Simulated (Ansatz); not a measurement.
# Calculated Ti-49 NMR of the central transition for TiO2 at a changed volume

Cell: a COD entry, relaxed with PBE at fixed cell and then changed (volume scaled by 1.06, ions relaxed).

```cif
data_TiO2
_symmetry_space_group_name_H-M 'I4_1/amd:1'
_symmetry_Int_Tables_number 141
_cell_length_a 3.8584
_cell_length_b 3.8584
_cell_length_c 9.7012
_cell_angle_alpha 90.000
_cell_angle_beta 90.000
_cell_angle_gamma 90.000
loop_
_atom_site_label
_atom_site_type_symbol
_atom_site_symmetry_multiplicity
_atom_site_Wyckoff_symbol
_atom_site_fract_x
_atom_site_fract_y
_atom_site_fract_z
Ti Ti 4 a 0.0000 0.0000 0.0000
O O 8 e 0.0000 0.0000 0.2064
```

One atom of each set is listed; the run and its k-mesh use a cell of 6 atoms with edges of 5.57, 5.57, 5.57 Å.

Computed with Ansatz: DFT, PBE, plane waves and PAW, scalar-relativistic, 420 eV cutoff, Γ-centred 11×11×11 k-points, Fermi–Dirac smearing 0.02 eV.

Ti-49 has I = 7/2 and Q = 247.0 mb (Pyykkö 2018); at 21.1 T its Larmor frequency is ν₀ = 50.7 MHz. Only the quadrupole interaction is simulated: positions count from each site's isotropic chemical shift, and J coupling is left out, as are shift anisotropy and dipolar coupling, which fast spinning averages.

(1) Simulate the second-order pattern (fast magic-angle spinning, Gaussian broadening 0.01 kHz) of site Ti (6 O at 1.98–2.00 Å).

## Answers

(1) The calculation gives C_Q = -2.14 MHz and η = 0.00, so ν_Q = 0.153 MHz and the centre of gravity lies at -4.54 ppm (-0.230 kHz).

offset (kHz), height and a bar:
```
  -0.5956          0 
  -0.5721          4 #
  -0.5486          6 ##
  -0.5251          6 ##
  -0.5016          7 ##
  -0.4781          7 ##
  -0.4546          7 ##
  -0.4311          7 ##
  -0.4076          8 ##
  -0.3841          8 ##
  -0.3606         86 ##########################
  -0.3371         74 ######################
  -0.3136         55 ################
  -0.2901         49 ###############
  -0.2666         45 ##############
  -0.2431         44 #############
  -0.2196         44 #############
  -0.1961         46 ##############
  -0.1726         49 ###############
  -0.1491         55 ################
  -0.1256         66 ####################
  -0.1021        100 ##############################
  -0.0786         93 ############################
  -0.0551          0
```

An axis of threefold or higher order runs through Ti, so V_zz lies along it and η is zero.

At this changed cell the PBE pressure is -6 GPa.
